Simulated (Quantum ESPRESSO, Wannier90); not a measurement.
## Wannier functions of TePb (rock salt)

Materials Project entry mp-19717; symmetrised, unrelaxed at this level. COD (Crystallography Open Database) has an entry of this formula and space group (matched by these alone). Method: PBEsol plane waves in Quantum ESPRESSO 7.5 (PseudoDojo norm-conserving files, 66 Ry, no spin polarisation, no spin-orbit coupling), Bloch states on a 8×8×8 mesh through Γ, Wannier90 4.0.1. Density: 8×8×8 mesh, cold smearing 0.01 Ry. Spin-orbit coupling is left out although heavy elements are present.

```
begin unit_cell_cart
ang
    0.0000000000    3.2708950000    3.2708950000
    3.2708950000    0.0000000000    3.2708950000
    3.2708950000    3.2708950000    0.0000000000
end unit_cell_cart
mp_grid = 8 8 8
```

**Question.** Which shells of neighbouring k-points and which b-vectors and weights does Wannier90 pick for this cell and mesh?

**Answer.** 
```
 *---------------------------------- K-MESH ----------------------------------*
 +----------------------------------------------------------------------------+
 |                    Distance to Nearest-Neighbour Shells                    |
 |                    ------------------------------------                    |
 |          Shell             Distance (Ang^-1)          Multiplicity         |
 |          -----             -----------------          ------------         |
 |             1                   0.207948                      8            |
 |             2                   0.240117                      6            |
 |             3                   0.339577                     12            |
 |             4                   0.398189                     24            |
 |             5                   0.415895                      8            |
 |             6                   0.480234                      6            |
 |             7                   0.523323                     24            |
 |             8                   0.536918                     24            |
       ... (lines left out)
 +----------------------------------------------------------------------------+
 | The b-vectors are chosen automatically                                     |
 | The following shells are used:                       1                     |
 +----------------------------------------------------------------------------+
 |                        Shell   # Nearest-Neighbours                        |
 |                        -----   --------------------                        |
 |                          1               8                                 |
 +----------------------------------------------------------------------------+
 | Completeness relation is fully satisfied [Eq. (B1), PRB 56, 12847 (1997)]  |
 +----------------------------------------------------------------------------+
 |                  b_k Vectors (Ang^-1) and Weights (Ang^2)                  |
 |                  ----------------------------------------                  |
 |            No.         b_k(x)      b_k(y)      b_k(z)        w_b           |
 |            ---        --------------------------------     --------        |
 |             1         0.120059    0.120059   -0.120059     8.672083        |
 |             2         0.120059   -0.120059    0.120059     8.672083        |
 |             3        -0.120059    0.120059    0.120059     8.672083        |
 |             4         0.120059    0.120059    0.120059     8.672083        |
 |             5        -0.120059   -0.120059    0.120059     8.672083        |
 |             6        -0.120059    0.120059   -0.120059     8.672083        |
 |             7         0.120059   -0.120059   -0.120059     8.672083        |
 |             8        -0.120059   -0.120059   -0.120059     8.672083        |
```
